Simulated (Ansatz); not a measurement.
### Question
GaIr3N (anti-perovskite, Pm-3m) is relaxed with the program Ansatz at the PBE level (PAW). What lattice parameters of the conventional cell result?

### Answer
a = 4.093 Å.

### Question
Is it a metal or does it have a gap at this level?

### Answer
No gap at this level.

The start of the workflow was typed in or built on a structure type; neither database checked (COD, Materials Project) lists it. Whether it is the stable phase at ambient conditions was not checked. The PBE relaxation kept the symmetry of its start; whether a distortion lowers the energy is not shown. The workflow began spin-polarised and lost its moments. The volume moved by 21 % from the start of the relaxation. Its formation energy is positive at this level, so the cell may be metastable or incomplete. Spin–orbit coupling is left out wherever it is not named.

Potentials: the later of the program's two PAW sets.
